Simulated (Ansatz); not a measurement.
Ge3Mo5:
Space group I4/mcm (No. 140); a = b = 9.8450 Å, c = 4.9604 Å, α = β = γ = 90.00°

```json
[
 {"atom": "Ge", "site": "4a", "symmetry": "422", "x": "0.0000", "y": "0.0000", "z": "0.2500"},
 {"atom": "Ge", "site": "8h", "symmetry": "m.2m", "x": "0.1679", "y": "0.3321", "z": "0.0000"},
 {"atom": "Mo", "site": "16k", "symmetry": "m..", "x": "0.2300", "y": "0.0774", "z": "0.0000"},
 {"atom": "Mo", "site": "4b", "symmetry": "-42m", "x": "0.0000", "y": "0.5000", "z": "0.2500"}
]
```
(The calculation used a cell of 16 atoms; values per cell refer to that cell.)

Relaxed at zero pressure with plane-wave PAW r²SCAN (Ansatz code).

### Question
The volume is lowered by 3 % and shape and atoms relax at that volume. What pressure results, and how do the axes share the change?

### Answer
7.5 GPa; a -0.9 %, b -0.9 %, c -1.2 %; the energy rises by 10 meV/atom.

### Question
Give the new structure.

### Answer

Space group I4/mcm (No. 140); a = 9.754 Å, b = 9.754 Å, c = 4.902 Å, α = 90.00°, β = 90.00°, γ = 90.00°

```csv
atom,site,symmetry,x,y,z
Ge,4a,422,0.0000,0.0000,0.2500
Ge,8h,m.2m,0.1681,0.3319,0.0000
Mo,16k,m..,0.2293,0.0772,0.0000
Mo,4b,-42m,0.0000,0.5000,0.2500
```

The phase is kept; no other phase was compared at this pressure.

The first step of the workflow began from a Materials Project structure, measured or hypothetical; the Crystallography Open Database copy checked does not list it. Its standing as an ambient phase is unchecked. The cell was relaxed with r²SCAN under the symmetry of its start; its stability against distortions is not shown here. No spin polarisation was allowed.

Potentials: the later of the program's two PAW sets.
